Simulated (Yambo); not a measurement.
SiO$_{2}$ (space group R32, No. 155): one transition space (6×6×6 mesh, 11 valence and 3 conduction bands, Tamm-Dancoff) with different kernels in Yambo, on PBEsol orbitals; field along x. BSE alone uses the static screening with 76 bands and a 3 Ry block; its scissor and those of RPA and TDDFT come from G0W0, that of the TDHF-type run from bare exchange. Axes are Cartesian, with cell vectors (Å) (3.98, 2.30, 2.62), (-3.98, 2.30, 2.62), (0.00, -4.59, 2.62).

```
kernel                                                    scissor (eV)  direct gap with it (eV)  lowest state (eV)
--------------------------------------------------------  ------------  -----------------------  -----------------
BSE (screened electron-hole attraction)                           3.01                     8.79                  ?
RPA (no attraction)                                               3.01                     8.79        8.79 (dark)
TDHF-type (unscreened attraction, exchange-only scissor)          9.91                    15.69                  ?
```

Complete the blanks.


- BSE (screened electron-hole attraction), lowest state (eV): 7.54 (dark)
- TDHF-type (unscreened attraction, exchange-only scissor), lowest state (eV): 11.82 (dark)

RPA leaves the lowest state at the direct gap: no bound exciton. These are vertical excitations (zero momentum). Spin singlets only. Strong means a line over 3 % of the spectrum's maximum, dark under 0.03 %. Absolute energies carry the error of the G0W0 scissor, whose convergence isn't established; the long-wavelength screening was taken along (1,1,1) although the crystal is anisotropic. Convergence of the binding with the mesh was not shown.

Geometry of the Materials Project entry, not relaxed at this level; primitive cell a = 5.284 Å, b = 5.284 Å, c = 5.284 Å, α = 97.60°, β = 97.60°, γ = 97.60°.

This is not the ordinary phase of the substance; no match was found in the copy of COD used, and its stability was not checked.
